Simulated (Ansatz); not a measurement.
The cell below belongs to a search over invented structures; it isn't taken from experiment.

Input and command of a plane-wave DFT calculation in Ansatz:

```yaml
crystal:
  lattice:
    - [6.1472666247, -3.5523715261, 0.0]
    - [6.1472666247, 3.5523715261, 0.0]
    - [0.0, 0.0, 6.7537656265]
  atoms:
    - { symbol: Be, position: [0.8406895374, 0.1593104626, 0.0011201546] }
    - { symbol: Be, position: [0.1593104626, 0.8406895374, 0.5011201546] }
    - { symbol: Zn, position: [0.167654475, 0.5062295226, 0.9986280566] }
    - { symbol: Zn, position: [0.4937704774, 0.832345525, 0.9986280566] }
    - { symbol: Zn, position: [0.5062295226, 0.167654475, 0.4986280566] }
    - { symbol: Zn, position: [0.832345525, 0.4937704774, 0.4986280566] }
    - { symbol: Te, position: [0.1465512774, 0.8534487226, 0.1455583494] }
    - { symbol: Te, position: [0.5209648336, 0.1655813765, 0.1155326912] }
    - { symbol: Te, position: [0.8344186235, 0.4790351664, 0.1155326912] }
    - { symbol: Te, position: [0.8534487226, 0.1465512774, 0.6455583494] }
    - { symbol: Te, position: [0.1655813765, 0.5209648336, 0.6155326912] }
    - { symbol: Te, position: [0.4790351664, 0.8344186235, 0.6155326912] }
basis:
  ecutwfc: 420
kpoints:
  mp_grid: { grid: [4, 4, 4] }
hamiltonian:
  xc: pbe
scf:
  occupations: { method: gaussian, width: 0.02 }
output:
  forces: true
  stress: true
  eigenvalues: true
relax:
  adjacent_minimum: "off"
  f_tol: 0.01
  max_steps: 30
  cell: { stress_tol: 0.1, fix: [volume] }
```

```bash
ansatz run input.yaml --threads 1 --pin off --max-ram 2560MiB --backend cpu --events-out ev --progress --plain --runs-dir out
```

Processor: Intel(R) Xeon(R) Processor @ 2.50GHz (Skylake/Cascade Lake), 1 thread, on a host shared with other jobs.

**Question.** Estimate time, memory and problem size.

**Answer.** About 5.8 min, peak memory 0.78 GiB. It solves 89 bands at 21 k points (after reduction by symmetry) with about 5801 plane waves, in 23 SCF iterations over 4 ionic steps.
